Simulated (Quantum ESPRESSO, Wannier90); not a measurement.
**HfGe₂ (Cmcm): Wannier90 run**

Cell from Materials Project (mp-13683), symmetrised, no further relaxation. COD (Crystallography Open Database) has an entry of this formula and space group (matched by these alone). Method: PBEsol plane waves in Quantum ESPRESSO 7.5 (PseudoDojo norm-conserving files, 63 Ry, no spin polarisation, no spin-orbit coupling), Bloch states on a 4×6×6 mesh through Γ, Wannier90 4.0.1. Density: 8×8×8 mesh, cold smearing 0.01 Ry. Spin-orbit coupling is left out although heavy elements are present.

```
begin unit_cell_cart
ang
    0.0000000000    0.0000000000    3.7528000000
   -3.7861000000    0.0000000000    0.0000000000
    1.8930500000   -7.4878400000    0.0000000000
end unit_cell_cart
mp_grid = 4 6 6
```

Q: Which shells of neighbouring k-points and which b-vectors and weights does Wannier90 pick for this cell and mesh?

A: 
```
 *---------------------------------- K-MESH ----------------------------------*
 +----------------------------------------------------------------------------+
 |                    Distance to Nearest-Neighbour Shells                    |
 |                    ------------------------------------                    |
 |          Shell             Distance (Ang^-1)          Multiplicity         |
 |          -----             -----------------          ------------         |
 |             1                   0.139853                      2            |
 |             2                   0.279706                      2            |
 |             3                   0.285292                      4            |
 |             4                   0.347145                      4            |
 |             5                   0.418566                      2            |
 |             6                   0.419559                      2            |
 |             7                   0.441313                      4            |
 |             8                   0.445808                      4            |
       ... (lines left out)
 +----------------------------------------------------------------------------+
 | The b-vectors are chosen automatically                                     |
 | SVD found small singular value, Rejecting this shell and trying the next   |
 | The following shells are used:                       1,  3,  5             |
 +----------------------------------------------------------------------------+
 |                        Shell   # Nearest-Neighbours                        |
 |                        -----   --------------------                        |
 |                          1               2                                 |
 |                          2               4                                 |
 |                          3               2                                 |
 +----------------------------------------------------------------------------+
 | Completeness relation is fully satisfied [Eq. (B1), PRB 56, 12847 (1997)]  |
 +----------------------------------------------------------------------------+
 |                  b_k Vectors (Ang^-1) and Weights (Ang^2)                  |
 |                  ----------------------------------------                  |
 |            No.         b_k(x)      b_k(y)      b_k(z)        w_b           |
 |            ---        --------------------------------     --------        |
 |             1         0.000000   -0.139853    0.000000    23.929884        |
 |             2         0.000000    0.139853    0.000000    23.929884        |
 |             3        -0.276590   -0.069927    0.000000     3.267886        |
 |             4        -0.276590    0.069927    0.000000     3.267886        |
 |             5         0.276590    0.069927    0.000000     3.267886        |
 |             6         0.276590   -0.069927    0.000000     3.267886        |
 |             7         0.000000    0.000000    0.418566     2.853915        |
 |             8         0.000000    0.000000   -0.418566     2.853915        |
```
